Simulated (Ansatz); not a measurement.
Sb:
```yaml
crystal:
  lattice:
    - [-3.28930, 3.28930, 3.28930]
    - [3.28930, -3.28930, 3.28930]
    - [3.28930, 3.28930, -3.28930]
  atoms:
    - { symbol: Sb, position: [0.69305, 0.00000, 0.00000] }
    - { symbol: Sb, position: [0.00000, 0.69305, 0.00000] }
    - { symbol: Sb, position: [0.00000, 0.00000, 0.69305] }
    - { symbol: Sb, position: [0.30695, 0.30695, 0.30695] }
```

Relaxed with LDA. Special points in fractions of this cell's reciprocal vectors: Γ (0.000, 0.000, 0.000); H (0.500, -0.500, 0.500); N (0.000, 0.000, 0.500); P (0.250, 0.250, 0.250).

Question: List the band energies nearest the valence-band maximum at these points for LDA in the plane-wave PAW code Ansatz.

Answer: In eV from the valence-band maximum; about four levels below and three above (degenerate sets whole), none deeper than 8.9 eV; points with the same levels are listed once.

```csv
k,below,above
Γ,-2.86 -2.86 -2.86 0.00 0.00,0.19 0.19 0.19
H,-1.74 -0.51 -0.51 -0.51,1.79 1.79 1.79
N,-1.37 -0.73 -0.25 -0.25,0.82 1.58 2.57
P,-1.95 -1.95 -1.95 -0.63 -0.63,2.17 2.17 2.17
```

Space group I-43m. The start of the workflow was typed in or built on a structure type; neither database checked (COD, Materials Project) lists it. It is not the phase usual at ambient conditions (space group No. 166). The cell was relaxed with LDA under the symmetry of its start; of distortions, only those at the zone centre were tested. A crystal of weakly bound molecules computed without a dispersion correction: the cell and the soft elastic constants depend strongly on that. Spin–orbit coupling is left out wherever it is not named.

Potentials: the later of the program's two PAW sets.
